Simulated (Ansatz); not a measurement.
NbPd:
```xyz
2
Lattice="1.3946 0.8052 4.6157 -1.3946 0.8052 4.6157 0.0000 -1.6104 4.6157" Properties=species:S:1:pos:R:3 pbc="T T T"
Nb     0.0000     0.0000     0.0000
Pd     0.0000     0.0000     6.9236
```

Relaxed with LDA. Special points in fractions of this cell's reciprocal vectors: Γ (0.000, 0.000, 0.000); T (0.500, 0.500, 0.500); H2 (0.813, 0.187, 0.500); H0 (0.500, -0.187, 0.187); L (0.500, 0.000, 0.000); S0 (0.343, -0.343, 0.000); S2 (0.657, 0.000, 0.343); F (0.500, 0.000, 0.500).

Problem. List the band energies nearest the Fermi level at these points for LDA in the plane-wave PAW code Ansatz.

Solution. In eV from the Fermi level; about four levels below and three above (degenerate sets whole), none deeper than 8.9 eV; … stands for higher levels left out; points with the same levels are listed once.

```
k                           below           above
--  -----------------------------  --------------
Γ   -3.34 -3.34 -2.42 -2.42 -2.10  0.79 0.79 0.91
T   -3.23 -3.23 -2.05 -2.05 -1.36     0.33 0.33 …
H2        -3.71 -3.25 -0.51 -0.06  0.49 0.70 3.02
L         -2.94 -2.53 -0.72 -0.57  2.04 3.83 6.02
S0  -4.14 -4.13 -3.79 -3.32 -0.58  0.03 0.42 0.71
F         -5.16 -3.01 -2.21 -0.73  0.70 0.88 3.35
```

Space group R-3m. The first step of the workflow began from a Materials Project structure, measured or hypothetical; the Crystallography Open Database copy checked does not list it. With Nb and Pd taken as one species the cell has the higher symmetry Fm-3m, so it may be an ordered model of a mixed-site phase. Its standing as an ambient phase is unchecked. The LDA relaxation kept the symmetry of its start; its stability against distortions is not shown here. The run is not spin-polarised. Scalar-relativistic: spin–orbit coupling is off unless named, which matters more the heavier the elements.

Potentials: the later of the program's two PAW sets.
